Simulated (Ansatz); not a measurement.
Relaxed-ion elastic tensor of AlGa$_{3}$N$_{4}$ in space group Pm (No. 6; Pearson symbol mP8) in GPa (Voigt order), the program Ansatz at the LDA level (PAW); density 5.59 g/cm³, 10.84 Å³ per atom.

```
 407   102   102   0.0   0.0   0.0
 102   375   140   0.0   0.9   0.0
 102   140   373   0.0  -1.4   0.0
 0.0   0.0   0.0   117   0.0   0.8
 0.0   0.9  -1.4   0.0  98.9   0.0
 0.0   0.0   0.0   0.8   0.0  99.3
```

Question: Is the crystal mechanically stable?

Answer: Yes: the smallest eigenvalue of C is 98.9 GPa.

Question: Work out the Voigt, Reuss and Hill averages.

Answer: K_V = 205, K_R = 205, K_H = 205; G_V = 117, G_R = 114, G_H = 116 GPa.

Question: Give Young's modulus, Poisson's ratio, Pugh's ratio and the universal anisotropy index.

Answer: E = 9KG/(3K + G) = 292 GPa; ν = 0.26; K/G = 1.77 (near the Pugh limit of 1.75, no verdict); A_U = 5G_V/G_R + K_V/K_R − 6 = 0.13.

Question: Estimate the sound speeds and the Debye temperature.

Answer: v_l = √((K + 4G/3)/ρ) = 8010 m/s, v_t = √(G/ρ) = 4540 m/s, mean 5050 m/s; Θ = (h/k)(3n/4πV)^(1/3) v_m = 680 K.

Question: Solve the Christoffel equation for the three sound speeds along x, y, z.

Answer: Eigenvalues of C_ijkl n_j n_l equal ρv² (piezoelectric stiffening left out). In km/s, slowest first: x 4.21, 4.21, 8.53; y 4.21, 4.57, 8.19; z 4.21, 4.57, 8.16.

Question: How much does each axis shrink under pressure?

Answer: Linear compressibilities β_i = Σ_j S_ij (j = 1 to 3): x 1.6, y 1.6, z 1.6 per TPa.

The first step of the workflow began from a Materials Project structure, measured or hypothetical; the Crystallography Open Database copy checked does not list it. With Al and Ga taken as one species the cell has the higher symmetry P6_3mc, so it may be an ordered model of a mixed-site phase. Its standing as an ambient phase is unchecked. Symmetry was held in the LDA relaxation; phonons on a q-mesh show no instability.

Potentials: the later of the program's two PAW sets.
